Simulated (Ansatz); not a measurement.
All numbers below come from DFT PBE, scalar-relativistic, plane waves, PAW in Ansatz. All cells share a 420 eV cutoff and Γ-centred k meshes spaced about 0.3 Å⁻¹ or finer (0.25 for metals, 2π included). No spin polarisation.

These are static total energies at zero pressure.

Two relaxed structures of B2C:

1.

```xyz
6
Lattice="-1.3692 1.3692 5.8890 1.3692 -1.3692 5.8890 1.3692 1.3692 -5.8890" Properties=species:S:1:pos:R:3 pbc="T T T"
B     1.3692    0.0000    5.1251
B     1.3692    0.0000    0.7639
B     0.0000    0.0000    3.7084
B     0.0000    0.0000    8.0695
C     0.0000    0.0000    0.0000
C     0.0000    1.3692    2.9445
```

2.

```xyz
3
Lattice="2.6233 0.0000 0.0000 -1.3116 2.2718 0.0000 0.0000 0.0000 3.3313" Properties=species:S:1:pos:R:3 pbc="T T T"
B     1.3116    0.7573    2.4824
B     1.3116    0.7573    0.8489
C     0.0000    0.0000    1.6657
```

Problem. Which form is favoured at zero pressure, and by what margin per atom?

Solution. Cell 1 is lower, by 28 meV/atom. Cell 1 has B and C ordered on diamond sites, space group I4_1/amd (No. 141), 7.4 Å³/atom and no gap on its mesh; cell 2 has space group P-6m2 (No. 187), 6.6 Å³/atom and no gap. Counting C atoms around B (those within 1.25 times the shortest such distance or 1.15 times the sum of covalent radii), cell 1 has B 2 and cell 2 has B 3. Cell 1 and cell 2 both hold B–B chains. The lower one is the more open, so pressure narrows the difference. Even the lower one lies +0.33 eV/atom against the reference forms of the elements (uncorrected), so neither is stable at this level. In cell 1, B is surrounded by 2 C at 1.57 Å and 2 B at 1.97 Å; C is surrounded by 4 B at 1.57 Å. In cell 2, around B lie 2 B at 1.63–1.70 Å and 3 C at 1.72 Å; around C lie 6 B at 1.72 Å. Both come from trial cells of a structure search, whose lowest cell (P-1, 7.5 Å³/atom) lies 115 meV/atom below the lower of the two.

The k mesh leaves some 4 meV/atom of noise in the energy of each metallic cell. Trial moments fell under 0.15 μB along the way in I4_1/amd and P-6m2; another start might hold them. With atoms moved at random, cell 1 (by 76 meV/atom) fell into a lower structure and cell 2 came back. Some candidate types were left out of the draw beforehand, so a known form may be missing.
